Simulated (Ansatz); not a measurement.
All numbers below come from DFT PBE, scalar-relativistic, plane waves, PAW in Ansatz 0.2.0. Settings: cutoff 420 eV, Γ-centred meshes spaced at most about 0.3 Å⁻¹, and about 0.25 Å⁻¹ or finer for metals (2π included), Gaussian smearing. No spin polarisation in the final relaxations.

All energies are static (0 K, no zero-point motion).

Two relaxed structures of Bi2Te:

A.

```
CELL_PARAMETERS angstrom
6.47827 0.00000 0.00000
0.00000 6.47827 0.00000
0.00000 0.00000 5.78428
ATOMIC_POSITIONS crystal
Bi 0.23008 0.23008 0.50000
Bi 0.76992 0.76992 0.50000
Bi 0.26992 0.73008 0.50000
Bi 0.73008 0.26992 0.50000
Te 0.00000 0.50000 0.88808
Te 0.50000 0.00000 0.11192
```

B.

```
CELL_PARAMETERS angstrom
-3.05850 3.05850 3.20956
3.05850 -3.05850 3.20956
3.05850 3.05850 -3.20956
ATOMIC_POSITIONS crystal
Bi 0.00000 0.50000 0.50000
Bi 0.50000 0.00000 0.50000
Te 0.50000 0.50000 0.00000
```

Question: Which form is favoured at zero pressure, and by what margin per atom?

Answer: A is lower, by 277 meV/atom. A has space group P42_12 (No. 90), 40.5 Å³/atom and no gap on its mesh; B has space group I4/mmm (No. 139), 40.0 Å³/atom and no gap. Even the lower one lies +0.08 eV/atom against the reference forms of the elements (uncorrected), so neither is stable at this level. In A, Bi has 2 Te at 3.21 Å and 4 Bi at 3.25 Å; Te has 4 Bi at 3.21 Å. In B, around Bi lie 2 Te at 3.06 Å and 2 Bi at 3.21 Å; Te is surrounded by 4 Bi at 3.06 Å. Both come from invented guesses. A third cell relaxed alike, in I4_1/amd (a Materials Project cell), lies 124 meV/atom below the lower of the two.

No dispersion correction is applied, so the spacing and binding between layers, chains or molecules are poorly described (P42_12), and this can change margins and order among such cells. These runs have no spin–orbit coupling, which can matter for Bi and Te. The zero gap of P42_12 may come from the functional, which often closes small gaps, or the cell may be a true semimetal. Cells relaxed within their symmetry can be saddle points.
